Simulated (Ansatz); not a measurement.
SiC: a ladder of calculations

Cell of run 1: a Materials Project structure (computed, not necessarily an observed phase).

Space group P6_3mc (No. 186); a = 3.0772, c = 20.1256 Å, γ = 120.00°.

```
site  Wyckoff  site symmetry       x       y       z
 Si1       2b            3m.  0.3333  0.6667  0.8752
 Si2       2b            3m.  0.3333  0.6667  0.6250
 Si3       2a            3m.  0.0000  0.0000  0.0001
 Si4       2b            3m.  0.6667  0.3333  0.7501
  C9       2b            3m.  0.3333  0.6667  0.3441
 C10       2b            3m.  0.6667  0.3333  0.2187
 C12       2a            3m.  0.0000  0.0000  0.5938
 C13       2b            3m.  0.3333  0.6667  0.9689
```

One atom of each set is listed.

All runs are DFT with Ansatz 0.2.0 (plane waves and PAW, scalar-relativistic unless spin–orbit coupling is named, Γ-centred meshes, Fermi–Dirac smearing where given) in this cell.

Run 1: PBE, gradients read without the response of the cores, atoms as given; 420 eV, 10×10×2 k-points, smearing 0.02 eV.
Run 2: r2SCAN, gradients read without the response of the cores, atoms as given; 500 eV, 10×10×2 k-points, smearing 0.02 eV.
Run 3: HSE06, gradients read without the response of the cores, atoms as given; 420 eV, 6×6×1 k-points, smearing 0.02 eV.

Task: What does each run give, and what moves the gradients most?

Result: 

| run | Si1 V_zz (η) | Si2 V_zz (η) | Si3 V_zz (η) | C9 V_zz (η) |
| --- | --- | --- | --- | --- |
| 1 | 0.19 (0.00) | 0.16 (0.00) | 0.11 (0.00) | 0.21 (0.00) |
| 2 | 0.21 (0.00) | 0.15 (0.00) | 0.11 (0.00) | 0.21 (0.00) |
| 3 | 0.20 (0.00) | 0.17 (0.00) | 0.14 (0.00) | 0.23 (0.00) |

V_zz in 10²¹ V/m²; 4 of the 8 sets of like atoms are followed. Against run 1, the gradient tensors on these sites move by at most 0.02 in run 2, 0.02 in run 3 (Si3).
